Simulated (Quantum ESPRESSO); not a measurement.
One change at a time to Ga5HfMo2

All numbers below are calculated, not measured. They come from Quantum ESPRESSO 7.5, a public plane-wave density functional program. Each row is one single-point run on a made-up periodic cell of eight metal atoms, with elements, volume, strain and displacements drawn at random and not relaxed, so a cell may be unstable or far from any real phase. There is no spin polarisation or spin-orbit coupling.

Settings: PBE unless stated; PseudoDojo standard norm-conserving files; Fermi-Dirac width 0.25 eV, which means electrons at about 2900 K; cutoff 1088 eV; 8 x 5 x 3 k mesh shifted half a step off Gamma. E is the free energy of the whole cell (internal energy minus TS), so a -TS column is already part of it. Stress is positive in tension, and the pressure P is minus a third of its trace.

Checks: one run of this series was repeated at a higher cutoff and on a denser mesh, which moved values by no more than 0.004 eV, 0.19 GPa and 0.014 eV/Å, and a second program with other atomic files agreed on it to 2 % rms in force and 0.5 GPa in pressure. Known limits: heavy elements are run without spin-orbit coupling, which real alloys of them have; a spin test at this wide smearing found no moment, but such smearing suppresses magnetism that the real alloy may have.

The lattice is face-centred cubic, and the cell vectors in Å are (0.000, -2.131, -2.131); (-4.261, 2.131, -2.131); (6.392, 6.392, -4.261), a volume of 154.75 Å³ in run 1. The elements on sites 1 to 8 are Ga Mo Mo Ga Ga Hf Ga Ga. Each later run makes one change to run 1 and keeps the rest. E is counted from run 1, and is n/a where other atomic files have another zero of energy.

```
run                           change  V (Å³)  P (GPa)  -TS (eV)  rms force (eV/Å)  largest change of a force component (eV/Å)  E (eV)
  1                             none  154.75    -8.99    -1.295             0.316                                       0.000   0.000
  2          sites 3 and 7 exchanged  154.75    -9.58    -1.267             0.298                                       0.501  -0.191
  3    all lengths scaled by +1.52 %  161.92   -11.55    -1.366             0.301                                       0.239       ?
  4           PBEsol in place of PBE  154.75   -13.00    -1.298             0.310                                       0.124     n/a
  5                     Zr on site 1  154.75    -6.77    -1.499             0.506                                       0.833     n/a
  6  site 6 moved by +0.23 Å along y  154.75    -8.33    -1.292             0.403                                       0.853   0.109
```

## Worked estimate

Along a uniform scaling dE = -P dV. The mean of the two pressures is -10.270 GPa and the volume changes by 7.17 Å³, with 160.2 GPa to one eV/Å³. The same two rows give -V dP/dV = 57 GPa for this cell with clamped atoms, which is not the bulk modulus of a real alloy.

## Withheld value

Question: what E should run 3 give?

The estimate is 0.460 eV. The calculation gave 0.460 eV.
